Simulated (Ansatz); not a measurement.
Stationary points along a deformation path in LiMg

Computed with Ansatz 0.2.0, DFT r2SCAN, scalar-relativistic, plane waves, PAW. Cutoff 500 eV, Γ-centred 16×16×16 k-points, Gaussian smearing of 0.15 eV. No spin polarisation. Energies are free energies at this smearing, counted from the undisturbed cell; pressure is positive in compression.

The starting cell (as given, not relaxed at this level; it stands at -0.1 GPa, and it needn't be the usual structure):

```yaml
crystal:
  lattice:
    - [3.37819, 0.00000, 0.00000]
    - [0.00000, 3.37819, 0.00000]
    - [0.00000, 0.00000, 3.55261]
  atoms:
    - { symbol: Li, position: [0.00000, 0.00000, 0.00000] }
    - { symbol: Mg, position: [0.50000, 0.50000, 0.50000] }
```

At fixed volume and fractional coordinates, lengths along (0.000, 0.000, 1.000) are scaled against those across it; ρ is that ratio over its starting value. V = 20.271 Å³/atom. Δσ is the stress along the axis less the mean stress across it (compression positive).

| ρ | ΔE (meV/atom) | Δσ (GPa) | space group |
| --- | --- | --- | --- |
| 0.850 | 11.1 | 2.74 | P4/mmm |
| 0.920 | -0.2 | 0.66 | P4/mmm |
| 0.960 | -1.0 | -0.10 | P4/mmm |
| 1.000 | 0.0 | -0.47 | P4/mmm |
| 1.100 | 7.5 | -1.12 | P4/mmm |
| 1.200 | 15.4 | -1.24 | P4/mmm |

Question: How does the stress give the slope of the energy, and where is the energy stationary?

Answer: Along the path d ln(length) is 2/3 d ln ρ on the axis and −1/3 d ln ρ across it, so dE/d ln ρ = −(2/3) V Δσ: the energy falls with ρ where Δσ is positive. Δσ vanishes or changes sign between ρ = 0.920 and 0.960, a minimum (near 0.95 by linear interpolation). Pairs of stationary points between two samples would go unseen, and could change a minimum read from distant neighbours into a maximum.

Question: Integrate that slope from ρ = 1 to 0.850 by the trapezoid rule.

Answer: With V/N in Å³ and 1 eV/Å³ = 160.2 GPa the slopes at ρ = 1.000, 0.960, 0.920, 0.850 are 40, 8, -56, -231 meV/atom per unit of ln ρ. The steps add (-1.0) + 1.0 + 11.4 = 11.4 meV/atom, against 11.1 from the energies; the trapezoid rule misses the curvature of the slope within each step.

In a metal these slopes depend on the k mesh and the smearing.